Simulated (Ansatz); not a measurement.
BAs in space group P-6m2 (No. 187; B on 1a, As on 1f) at seven volumes, the program Ansatz at the r²SCAN level (PAW), shape and atoms relaxed at each. One row is withheld.

| V (Å³/atom) | P (GPa) |
|---|---|
| 11.572 | 13.79 |
| 11.953 | ? |
| 12.335 | 3.88 |
| 12.716 | 0.00 |
| 13.098 | -3.24 |
| 13.479 | -6.04 |
| 13.861 | -8.50 |

Fit the shown pressures and predict the withheld one.

P = (3/2)B₀(x^(7/2) − x^(5/2))[1 + (3/4)(B′ − 4)(x − 1)] with x = (V₀/V)^(2/3). Least squares on the six rows gives V₀ = 12.719 Å³/atom, B₀ = 119 GPa, B′ = 4.35. At V = 11.953, x = 1.0423 and P = 8.46 GPa. The run itself gave 8.44 GPa.

A made-up cell: these elements were put on the sites of a structure type; neither database checked (COD, Materials Project) lists it. It is not the phase usual at ambient conditions (space group No. 216). Symmetry was held in the r²SCAN relaxation; whether a distortion lowers the energy is not shown.

Potentials: the later of the program's two PAW sets.
